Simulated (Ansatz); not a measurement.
Relaxed-ion elastic tensor of Al (hcp (Mg type), P6_3/mmc) in GPa (Voigt order), DFT-r²SCAN in the program Ansatz with PAW potentials; density 2.80 g/cm³, 15.99 Å³ per atom.

```
      1     2     3     4     5     6
-  ----  ----  ----  ----  ----  ----
1   141  67.1  56.9   0.0   0.0   0.0
2  67.1   141  56.9   0.0   0.0   0.0
3  56.9  56.9   155   0.0   0.0   0.0
4   0.0   0.0   0.0  19.3   0.0   0.0
5   0.0   0.0   0.0   0.0  19.3   0.0
6   0.0   0.0   0.0   0.0   0.0  36.8
```

Q: Is the crystal mechanically stable?

A: Yes: the smallest eigenvalue of C is 19.3 GPa.

Q: Work out the Voigt, Reuss and Hill averages.

A: K_V = 88.7, K_R = 88.7, K_H = 88.7; G_V = 32.1, G_R = 28.0, G_H = 30.0 GPa.

Q: Give Young's modulus, Poisson's ratio, Pugh's ratio and the universal anisotropy index.

A: E = 9KG/(3K + G) = 80.9 GPa; ν = 0.35; K/G = 2.95 (ductile by the Pugh limit of 1.75); A_U = 5G_V/G_R + K_V/K_R − 6 = 0.74.

Q: Estimate the sound speeds and the Debye temperature.

A: v_l = √((K + 4G/3)/ρ) = 6780 m/s, v_t = √(G/ρ) = 3270 m/s, mean 3680 m/s; Θ = (h/k)(3n/4πV)^(1/3) v_m = 435 K.

Q: Solve the Christoffel equation for the three sound speeds along x, y, z.

A: Eigenvalues of C_ijkl n_j n_l equal ρv². In km/s, slowest first: x 2.62, 3.62, 7.09; y 2.62, 3.62, 7.09; z 2.62, 2.62, 7.44.

Q: How much does each axis shrink under pressure?

A: Linear compressibilities β_i = Σ_j S_ij (j = 1 to 3): x 3.8, y 3.8, z 3.6 per TPa.

The first step of the workflow began from a Materials Project structure, measured or hypothetical; the Crystallography Open Database copy checked does not list it. It is not the phase usual at ambient conditions (space group No. 225). The cell was relaxed with r²SCAN under the symmetry of its start; its stability against distortions is not shown here. As this level gives no gap, shear constants depend on the k-mesh and smearing (Fermi–Dirac, 0.1 eV here). On the denser mesh and wider smearing of the elastic run this cell carries a stress of 0.7 GPa.

Potentials: the earlier of the program's two PAW sets. The files were generated under PBE; for other functionals the program regenerates the frozen cores, and for LDA and PBEsol the local potential too.
